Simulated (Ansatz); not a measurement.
Relaxed-ion elastic tensor of Cu$_{3}$Sn in space group Pmmn (No. 59; Cu on 2b, Cu on 4e, Sn on 2a) in GPa (Voigt order), the program Ansatz at the PBEsol level (PAW); density 9.29 g/cm³, 13.82 Å³ per atom.

```
 213   100   111   0.0   0.0   0.0
 100   186  96.6   0.0   0.0   0.0
 111  96.6   155   0.0   0.0   0.0
 0.0   0.0   0.0  37.8   0.0   0.0
 0.0   0.0   0.0   0.0  58.9   0.0
 0.0   0.0   0.0   0.0   0.0  61.7
```

Is the crystal mechanically stable?

Yes: the smallest eigenvalue of C is 37.8 GPa.

Work out the Voigt, Reuss and Hill averages.

K_V = 130, K_R = 127, K_H = 129; G_V = 48.1, G_R = 45.0, G_H = 46.5 GPa.

Give Young's modulus, Poisson's ratio, Pugh's ratio and the universal anisotropy index.

E = 9KG/(3K + G) = 125 GPa; ν = 0.34; K/G = 2.76 (ductile by the Pugh limit of 1.75); A_U = 5G_V/G_R + K_V/K_R − 6 = 0.37.

Estimate the sound speeds and the Debye temperature.

v_l = √((K + 4G/3)/ρ) = 4530 m/s, v_t = √(G/ρ) = 2240 m/s, mean 2510 m/s; Θ = (h/k)(3n/4πV)^(1/3) v_m = 312 K.

Solve the Christoffel equation for the three sound speeds along x, y, z.

Eigenvalues of C_ijkl n_j n_l equal ρv². In km/s, slowest first: x 2.52, 2.58, 4.79; y 2.02, 2.58, 4.48; z 2.02, 2.52, 4.09.

How much does each axis shrink under pressure?

Linear compressibilities β_i = Σ_j S_ij (j = 1 to 3): x 1.5, y 2.6, z 3.7 per TPa.

The workflow started from a Materials Project entry (that database holds measured and hypothetical structures alike); the Crystallography Open Database files this formula in space group No. 59, but the cells were not matched. Its standing as an ambient phase is unchecked. The cell was relaxed with PBEsol under the symmetry of its start; of distortions, only those at the zone centre were tested. The run is not spin-polarised. As this level gives no gap, shear constants depend on the k-mesh and smearing (Fermi–Dirac, 0.1 eV here). Spin–orbit coupling is left out wherever it is not named.

Potentials: the later of the program's two PAW sets.
